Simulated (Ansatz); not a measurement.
## Cost of a DFT run on Zn18S17

```yaml
crystal:
  lattice:
    - [5.718, 3.3012888392, 0.0]
    - [-5.718, 3.3012888392, 0.0]
    - [0.0, 0.0, 18.68999]
  atoms:
    - { symbol: Zn, position: [0.0, 0.0, 0.0] }
    - { symbol: Zn, position: [0.3333333333, 0.6666666667, 0.0] }
    - { symbol: Zn, position: [0.6666666667, 0.3333333333, 0.0] }
    - { symbol: Zn, position: [0.0, 0.0, 0.5], spin: 0.5 }
    - { symbol: Zn, position: [0.3333333333, 0.6666666667, 0.5], spin: 0.5 }
    - { symbol: Zn, position: [0.6666666667, 0.3333333333, 0.5], spin: 0.5 }
    - { symbol: Zn, position: [0.3333333333, 0.3333333334, 0.16667] }
    - { symbol: Zn, position: [0.6666666667, 0.0, 0.16667] }
    - { symbol: Zn, position: [0.0, 0.6666666667, 0.16667] }
    - { symbol: Zn, position: [0.3333333333, 1.0, 0.66667] }
    - { symbol: Zn, position: [0.6666666667, 0.6666666666, 0.66667] }
    - { symbol: Zn, position: [0.0, 0.3333333333, 0.66667] }
    - { symbol: Zn, position: [0.3333333333, 1.0, 0.33333], spin: 0.5 }
    - { symbol: Zn, position: [0.6666666667, 0.6666666666, 0.33333] }
    - { symbol: Zn, position: [0.0, 0.3333333333, 0.33333] }
    - { symbol: Zn, position: [0.3333333333, 0.3333333334, 0.83333] }
    - { symbol: Zn, position: [0.6666666667, 0.0, 0.83333] }
    - { symbol: Zn, position: [0.0, 0.6666666667, 0.83333] }
    - { symbol: S, position: [0.0, 0.0, 0.125] }
    - { symbol: S, position: [0.3333333333, 0.6666666667, 0.125] }
    - { symbol: S, position: [0.6666666667, 0.3333333333, 0.125] }
    - { symbol: S, position: [0.0, 0.0, 0.625] }
    - { symbol: S, position: [0.3333333333, 0.6666666667, 0.625] }
    - { symbol: S, position: [0.6666666667, 0.3333333333, 0.625] }
    - { symbol: S, position: [0.3333333333, 0.3333333334, 0.29167] }
    - { symbol: S, position: [0.6666666667, 0.0, 0.29167] }
    - { symbol: S, position: [0.0, 0.6666666667, 0.29167] }
    - { symbol: S, position: [0.3333333333, 1.0, 0.79167] }
    - { symbol: S, position: [0.6666666667, 0.6666666666, 0.79167] }
    - { symbol: S, position: [0.0, 0.3333333333, 0.79167] }
    - { symbol: S, position: [0.6666666667, 0.6666666666, 0.45833] }
    - { symbol: S, position: [0.0, 0.3333333333, 0.45833] }
    - { symbol: S, position: [0.3333333333, 0.3333333334, 0.95833] }
    - { symbol: S, position: [0.6666666667, 0.0, 0.95833] }
    - { symbol: S, position: [0.0, 0.6666666667, 0.95833] }
magnetization:
  spin_polarized: true
kpoints:
  mp_grid: { grid: [3, 3, 1] }
scf:
  occupations: { method: fermi_dirac, width: 0.01 }
hamiltonian:
  xc: pbe
  pseudopotentials: { kind: paw }
output:
  forces: true
  stress: true
  populations: true
  efg:
    quadrupole_moments_barn: { Zn: 0.122, S: -0.0694 }
    contact_densities: true
```

```sh
ansatz run input.yaml --threads 4 --pin off --max-ram 8192MiB --backend cpu --events-out ev --progress --plain --runs-dir out
```

It runs on 4 threads of Intel Xeon Platinum 8375C CPU @ 2.90GHz (Ice Lake) (x86_64; 16 cores open to the job, memory cap 8.0 GiB, no GPU), a shared host with a load of 0.5 a core.

Q: Estimate the wall time and the peak memory.

A: About 34 s of wall time (2.2 min of CPU time) and 2.9 GiB. The run holds 318 valence electrons in 195 bands, about 13731 plane waves a k-point and 3 irreducible k-points, and took 14 SCF iterations. Times on a shared host vary by tens of per cent.
